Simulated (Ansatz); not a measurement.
Relaxation path: fcc Ag (110), 4 layers

DFT, PBEsol, PAW with Ansatz's default frozen-core files, scalar-relativistic (Ansatz 0.2.0); a Γ-centred 14×10×1 k mesh, Fermi–Dirac smearing of 0.05 eV, no spin polarisation. The run relaxes the atoms in the fixed cell.

Command: `ansatz run input.yaml --threads 1 --pin off --max-ram 3584MiB --backend cpu --events-out ev --progress --plain --runs-dir out` It took 2.3 min on 1 thread of Intel(R) Xeon(R) Platinum 8488C (Sapphire Rapids), on a shared host, peak memory 0.7 GiB.

```yaml
crystal:
  lattice:
    - [2.8669514106, 0.0, 0.0]
    - [0.0, 4.0544815675, 0.0]
    - [0.0, 0.0, 20.3004]
  atoms:
    - { symbol: Ag, position: [0.25, 0.25, 0.3940802369] }
    - { symbol: Ag, position: [0.75, 0.75, 0.464693412] }
    - { symbol: Ag, position: [0.25, 0.25, 0.5353065875] }
    - { symbol: Ag, position: [0.75, 0.75, 0.6059197631] }
kpoints:
  mp_grid: { grid: [14, 10, 1] }
scf:
  occupations: { method: fermi_dirac, width: 0.05 }
hamiltonian:
  xc: pbesol
  pseudopotentials: { kind: paw }
output:
  forces: true
  stress: true
  eigenvalues: true
  write_density: true
  write_potential: true
  elf: true
  volumetric_format: npy
relax:
  f_tol: 0.01
  max_steps: 40
efield:
  axis: 3
  amplitude: 0
  dipole_correction: true
```

Each step lists its free energy a cell above the last geometry, and Cartesian positions (Å) with forces (eV/Å).

The first step:

```
step 1  dF = 57.23 meV
  Ag 0.7167 1.0136 8.0000   0.0000 0.0000 0.3506
  Ag 2.1502 3.0409 9.4335   0.0000 0.0000 -0.3292
  Ag 0.7167 1.0136 10.8669   0.0000 0.0000 0.3292
  Ag 2.1502 3.0409 12.3004   0.0000 0.0000 -0.3506
```

The PAW files were made under PBE.

Problem. Where does the relaxation end, and by which steps?

Solution. After 4 geometries, with a shortest distance of 2.789 Å. The further steps:
```
step 2  dF = 3.64 meV
  Ag 0.7167 1.0136 8.1312   0.0000 0.0000 -0.1227
  Ag 2.1502 3.0409 9.3731   0.0000 0.0000 -0.0216
  Ag 0.7167 1.0136 10.9273   0.0000 0.0000 0.0216
  Ag 2.1502 3.0409 12.1692   0.0000 0.0000 0.1227
step 3  dF = 0.04 meV
  Ag 0.7167 1.0136 8.0996   0.0000 0.0000 0.0072
  Ag 2.1502 3.0409 9.3690   0.0000 0.0000 0.0128
  Ag 0.7167 1.0136 10.9314   0.0000 0.0000 -0.0128
  Ag 2.1502 3.0409 12.2008   0.0000 0.0000 -0.0072
step 4  dF = 0.00 meV
  Ag 0.7167 1.0136 8.1013   0.0000 0.0000 0.0000
  Ag 2.1502 3.0409 9.3713   0.0000 0.0000 -0.0006
  Ag 0.7167 1.0136 10.9291   0.0000 0.0000 0.0006
  Ag 2.1502 3.0409 12.1991   0.0000 0.0000 0.0000
```
